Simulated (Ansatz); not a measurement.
Phonons of SrCd (Pm-3m)

```
Sr Cd
1.0
     3.98102    0.00000    0.00000
     0.00000    3.98102    0.00000
     0.00000    0.00000    3.98102
Sr Cd
1 1
Direct
  0.50000 0.50000 0.50000
  0.00000 0.00000 0.00000
```

Level of theory, where no other is named: PBEsol, all-electron LAPW in Ansatz 0.2.0, scalar-relativistic. k mesh 10×10×10, Fermi-Dirac smearing of 0.100 eV, basis error target 1 meV/atom. The cell was relaxed by PAW under this functional.

Atoms are displaced by 0.01 Å in the smallest supercells that hold the wave vectors of a 2×2×2 mesh. Negative values stand for unstable modes.

Task: What are the phonon energies at the solved wave vectors, in cm⁻¹?

Result: 

```tsv
q	point	modes (cm⁻¹)
0.000 0.000 0.000	Gamma	105.5 (×3)
0.500 0.000 0.000	X	60.9, 73.2 (×2), 81.4 (×2), 110.9
0.500 0.500 0.000	M	34.0 (×2), 73.0, 73.3, 119.5 (×2)
0.500 0.500 0.500	R	58.2 (×3), 117.6 (×3)
```

Task: Is the structure dynamically stable at these wave vectors?

Result: Yes, no mode is unstable there; wave vectors off this mesh aren't tested.

Task: How do the optical zone-centre modes decompose, and which are active?

Result: Point group m-3m: Γ_opt = T1u.

| label | cm⁻¹ | activity | mostly |
| --- | --- | --- | --- |
| T1u | 105.5 | IR | Sr (56 %) |

In a metal the activity is that of symmetry alone; free carriers screen the infrared modes.

Task: How well do frozen-core PAW files reproduce these all-electron values?

Result: With a cutoff of 420 eV and displacements of 0.0025 Å, the r.m.s. difference over the modes is 0.0 cm⁻¹; the largest difference is 72.9 (PAW) against 73.0 cm⁻¹ (LAPW).

Task: The cell is scaled evenly to 62.147 and 64.040 Å³ (from 63.093), with free atoms relaxed and the shape held. What are the mode Grüneisen parameters γ = −d ln ω/d ln V?

Result: For the highest mode, 122.3 cm⁻¹ in the small cell and 116.7 in the large one give γ ≈ 1.56. From the change of the dynamical matrix on each mode:

```csv
point,cm⁻¹,γ
Gamma,105.5,1.78
X,60.9,1.63
X,73.2,1.69
X,81.4,1.60
X,110.9,1.42
M,34.0,-0.57
M,73.0,1.77
M,73.3,1.71
M,119.5,1.57
R,58.2,1.92
R,117.6,1.30
```

Weighted by the modes' heat capacities at 300 K, the mean on this mesh is 1.34; it moves with the q mesh, and a coarse one overweights the zone boundary. Rows under −0.05 (1 here) are modes that soften under compression and pull towards negative thermal expansion.

Keep in mind: responses of metals move with mesh and smearing; the frozen-core PAW files of the compared runs were fitted under PBE, their cores solved anew for this functional.
